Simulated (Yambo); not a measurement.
Consider the following.

```
CELL_PARAMETERS angstrom
      1.79172    -5.26964     0.00000
      1.79172     5.26964     0.00000
      0.00000     0.00000     3.72964
ATOMIC_POSITIONS crystal
  Cl 0.86248 0.13752 0.25000
  Cl 0.13752 0.86248 0.75000
  Ag 0.39959 0.60041 0.75000
  Ag 0.60041 0.39959 0.25000
```

Workflow: PBEsol (pw.x of Quantum ESPRESSO, ONCV potentials, scalar-relativistic), then G0W0 in Yambo (4×4×4 Γ-centred k mesh, bands 9 to 99 and a 6 Ry block in the screening, 99 bands in G with the Bruneval-Gonze terminator, plasmon pole fitted at 27.2 eV).

Task: Give the PBEsol and G0W0 gaps between the band edges found on this mesh, and say where the edges lie.

Result: Edges: (0.25, 0.25, 0) → Γ. PBEsol: 0.41 eV; G0W0: 1.76 eV. Convergence of the G0W0 settings was not tested. Spin-orbit splittings are left out.

Geometry strained from the cell relaxed with PBEsol, atoms relaxed again.

This is not the ordinary phase of the substance; no match was found in the copy of COD used, and its stability was not checked.
